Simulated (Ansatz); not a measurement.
## What a trial cell of CdPtC₄N₄ relaxes into

All numbers below come from DFT PBE, scalar-relativistic, plane waves, PAW in Ansatz. Cutoff 420 eV, Gaussian smearing, Γ-centred meshes. Cell and atoms relax first on a coarse mesh and then on a finer one. In between, the cell is made exact in the group found at 0.06 Å. In metals the finer mesh still leaves noise of several meV/atom or more. The steps can't lower the symmetry of their start. Collinear spin is switched on along the way, since trial moments persisted in a coarse test.

A trial structure of CdPtC₄N₄ was built thus: two interpenetrating cyanide-bridged diamond nets (P-43m, No. 215). Lengths were set from tabulated atomic sizes, so they are only a guess.

```cif
data_structure
_symmetry_space_group_name_H-M 'P 1'
_symmetry_Int_Tables_number 1
_cell_length_a 5.9796
_cell_length_b 5.9796
_cell_length_c 5.9796
_cell_angle_alpha 90.000
_cell_angle_beta 90.000
_cell_angle_gamma 90.000
_cell_volume 213.81
loop_
_atom_site_label
_atom_site_type_symbol
_atom_site_fract_x
_atom_site_fract_y
_atom_site_fract_z
_atom_site_occupancy
Cd1 Cd 0.00000 0.00000 0.00000 1
Pt1 Pt 0.50000 0.50000 0.50000 1
C1 C 0.19320 0.19320 0.19320 1
C2 C 0.19320 0.80680 0.80680 1
C3 C 0.80680 0.19320 0.80680 1
C4 C 0.80680 0.80680 0.19320 1
N1 N 0.30617 0.30617 0.30617 1
N2 N 0.30617 0.69383 0.69383 1
N3 N 0.69383 0.30617 0.69383 1
N4 N 0.69383 0.69383 0.30617 1
```

Formation energies are uncorrected and refer to the elements' standard structures at the same level (N₂ as a molecule).

Question: Where does the relaxation end?

Answer: The symmetry stays P-43m (No. 215). The volume per atom grows by 17.0 %, from 21.4 to 25.0 Å³. The shortest distance stays 1.17 Å (C–N). The energy falls by about 0.11 eV/atom (the start's value is from the coarse mesh). Conventional cell: a = 6.301 Å. Around Cd lie 4 C at 2.22 Å; around Pt lie 4 N at 2.06 Å; C has 1 N at 1.17 Å and 1 Cd at 2.22 Å; N has 1 C at 1.17 Å and 1 Pt at 2.06 Å.

```yaml
crystal:
  lattice:
    - [6.30099, 0.00000, 0.00000]
    - [0.00000, 6.30099, 0.00000]
    - [0.00000, 0.00000, 6.30099]
  atoms:
    - { symbol: Cd, position: [0.00000, 0.00000, 0.00000] }
    - { symbol: Pt, position: [0.50000, 0.50000, 0.50000] }
    - { symbol: C, position: [0.20380, 0.20380, 0.20380] }
    - { symbol: C, position: [0.20380, 0.79620, 0.79620] }
    - { symbol: C, position: [0.79620, 0.20380, 0.79620] }
    - { symbol: C, position: [0.79620, 0.79620, 0.20380] }
    - { symbol: N, position: [0.31086, 0.31086, 0.31086] }
    - { symbol: N, position: [0.31086, 0.68914, 0.68914] }
    - { symbol: N, position: [0.68914, 0.31086, 0.68914] }
    - { symbol: N, position: [0.68914, 0.68914, 0.31086] }
```

Question: How does it come out in energy, and is it a metal?

Answer: The energy over the elements is +0.78 eV/atom. The gap on the 6×6×6 mesh of the 10-atom cell is 0 eV (a metal), the net moment per atom is 0.20 μB and the moment by site is Pt 0.9 μB.

A positive value: parting into the elements would lower its energy.

The last run used collinear spin and Gaussian smearing of 0.10 eV. Spin–orbit coupling, which can matter for Pt, is left out. The reference form of C is held partly by dispersion forces, which this level lacks. Another magnetic order may lie lower. A structure relaxed within its symmetry needn't be a true minimum. Site moments count only spheres around the atoms; the net moment includes the space between them.
